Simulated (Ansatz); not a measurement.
Space group C2/c (No. 15). a = 12.819 Å, b = 4.868 Å, c = 5.534 Å, α = 90.00°, β = 103.83°, γ = 90.00°
```tsv
atom	site	symmetry	x	y	z
Ta	8f	1	0.1403	0.2463	0.7654
O	4e	2	0.0000	0.1033	0.7500
O	8f	1	0.3897	0.0547	0.5250
O	8f	1	0.2951	0.4294	0.8723
```

Equation of state of this Ta2O5 structure (not necessarily the ground state), with shape and atoms relaxed at each volume where symmetry leaves them free. Method: DFT r2SCAN, scalar-relativistic, plane waves, PAW in Ansatz 0.2.0.

Settings: cutoff 500 eV, Γ-centred mesh 6×6×4 on the computed 14-atom cell, Gaussian smearing of 0.02 eV; no spin polarisation.

```json
{"V (Å³/atom)": "11.257", "E − E(largest V) (meV/atom)": "2.77", "P (GPa)": "8.92", "gap on mesh (eV)": "3.90"}
{"V (Å³/atom)": "11.616", "E − E(largest V) (meV/atom)": "-11.70", "P (GPa)": "4.12", "gap on mesh (eV)": "3.80"}
{"V (Å³/atom)": "11.975", "E − E(largest V) (meV/atom)": "-16.22", "P (GPa)": "0.00", "gap on mesh (eV)": "3.69"}
{"V (Å³/atom)": "12.335", "E − E(largest V) (meV/atom)": "-12.03", "P (GPa)": "-3.68", "gap on mesh (eV)": "3.58"}
{"V (Å³/atom)": "12.694", "E − E(largest V) (meV/atom)": "0.00", "P (GPa)": "-7.02", "gap on mesh (eV)": "3.47"}
```

Fit a third-order Birch–Murnaghan equation to E(V).

V0 = 11.97 Å³/atom, B0 = 130 GPa, B0' = 3.0.

Spin-orbit coupling is left out, which matters for the bands of heavy elements.

The gaps are read on the mesh, which can miss the band edges, so they can be too wide.

Cost: 5 runs of about 75 core-minutes in all, on Intel Xeon Processor @ 2.50GHz (Skylake/Cascade Lake) (shared hosts).